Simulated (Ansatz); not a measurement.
BaTiO$_{3}$:
```yaml
crystal:
  lattice:
    - [3.96988, 0.00000, 0.00000]
    - [0.00000, 3.96988, 0.00000]
    - [0.00000, 0.00000, 3.96988]
  atoms:
    - { symbol: Ba, position: [0.00000, 0.00000, 0.00000] }
    - { symbol: Ti, position: [0.50000, 0.50000, 0.50000] }
    - { symbol: O, position: [0.00000, 0.50000, 0.50000] }
    - { symbol: O, position: [0.50000, 0.50000, 0.00000] }
    - { symbol: O, position: [0.50000, 0.00000, 0.50000] }
```

Relaxed with PBEsol. Special points in fractions of this cell's reciprocal vectors: Γ (0.000, 0.000, 0.000); X (0.000, 0.500, 0.000); M (0.500, 0.500, 0.000); R (0.500, 0.500, 0.500).

Task: List the band energies nearest the valence-band maximum at these points for the program Ansatz at the PBEsol with spin–orbit coupling level (PAW).

Result: In eV from the valence-band maximum; about four levels below and three above (degenerate sets whole), none deeper than 8.9 eV; points with the same levels are listed once.

| k | below | above |
|---|---|---|
| Γ | -0.03 -0.03 -0.03 -0.03 | 1.80 1.80 1.80 1.80 |
| X | -0.70 -0.70 -0.66 -0.66 | 1.95 1.95 3.64 3.64 |
| M | -0.74 -0.74 -0.06 -0.06 | 3.67 3.67 3.69 3.69 |
| R | 0.00 0.00 0.00 0.00 | 4.37 4.37 4.37 4.37 |

Space group Pm-3m (cubic perovskite). This is a known high-temperature phase of the composition, computed here at zero pressure and temperature. Symmetry was held in the PBEsol relaxation; whether a distortion lowers the energy is not shown. The run is not spin-polarised.

Potentials: the later of the program's two PAW sets.
